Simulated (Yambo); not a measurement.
G0W0@LDA for CaTiF6 (space group R-3m, No. 166, within 0.06 Å of Fm-3m) in Yambo (2×2×2 mesh, 7 Ry block, plasmon pole, screening fixed), without a terminator:

```
bands N in G  gap Γ → Γ (eV)  shift of the valence edge (eV)
------------  --------------  ------------------------------
85                     9.906                          -1.610
137                    9.867                          -1.791
209                    9.827                          -1.916
```

Extrapolate both columns to infinite N with E(N) = E∞ + A/N, test the form, and compare with the terminator.

From two points, E∞ = (N2 E2 − N1 E1)/(N2 − N1). The two largest N give 9.75 eV for the gap and -2.15 eV for the shift; the two smallest give 9.80 eV and -2.09 eV. For the gap the slopes A are 8.7 and 16 eV: the form isn't reached, and its limit is uncertain. For the shift the slopes A are 41 and 50 eV: the form isn't reached, and its limit is uncertain. With the Bruneval-Gonze terminator and 209 bands the run gives 9.66 eV and -2.11 eV, 0.09 eV and 0.05 eV from the extrapolated values: the terminator too is an estimate of the remainder. Block, mesh and the bands in W are held fixed.

Geometry of the Materials Project entry, not relaxed at this level; primitive cell a = b = c = 5.8453 Å, α = β = γ = 59.76°.

A shift is the quasiparticle energy of the state minus its LDA energy.
